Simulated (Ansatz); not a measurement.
K3P (space group P6_3/mmc)

```
K3P
1.0
    5.67456     0.00000     0.00000
   -2.83728     4.91432     0.00000
    0.00000     0.00000    10.03381
K P
6 2
Direct
  0.33333   0.66667   0.58087
  0.66667   0.33333   0.41913
  0.66667   0.33333   0.08087
  0.33333   0.66667   0.91913
  0.00000   0.00000   0.75000
  0.00000   0.00000   0.25000
  0.66667   0.33333   0.75000
  0.33333   0.66667   0.25000
```

This relaxed cell (volume V₀) is scaled evenly in all directions, its shape held. The atoms relax within the cell's symmetry.

Calculation: r2SCAN (plane waves to 500 eV, PAW, scalar-relativistic; Ansatz, a program for electronic structure). k mesh 7×7×4 (Γ-centred), Fermi-Dirac smearing 0.05 eV. The energy includes the smearing's −TS. Stress and pressure are positive under compression. With the shape held, the modulus is that of even scaling; a crystal free to change shape is softer. K3P was relaxed with its symmetry unable to fall. ΔE is measured from the relaxed starting cell.

```csv
V (Å³/atom),ΔE (meV/atom)
29.380,60.2
30.499,36.1
31.618,19.1
32.738,8.0
33.857,1.9
34.976,0.0
36.095,1.7
37.215,withheld
38.334,13.5
39.453,22.9
40.572,34.0
```

Problem. Fit a third-order Birch-Murnaghan form (E₀, V₀, B₀, B₀′ free) to the given rows and predict ΔE at V = 37.215.

Solution. Least squares on the 10 given rows: ΔE = E₀ + (9V₀B₀/16)·y²·[2 + (B₀′ − 4)y], y = (V₀/V)^(2/3) − 1, with V₀ = 34.981 Å³/atom, B₀ = 15.83 GPa (160.2 GPa = 1 eV/Å³; the term in eV is multiplied by 1000), B₀′ = 4.28, E₀ = 0.02 meV/atom; root-mean-square residual 0.02 meV/atom. At 37.215 the fit gives 6.3 meV/atom; the calculation gives 6.3 meV/atom, the same to the digits shown. For the pressure the fit gives -0.86 GPa against the computed -0.86 GPa.

(Under strain, the slope of the energy per volume gives the stress and its curvature an elastic modulus.)
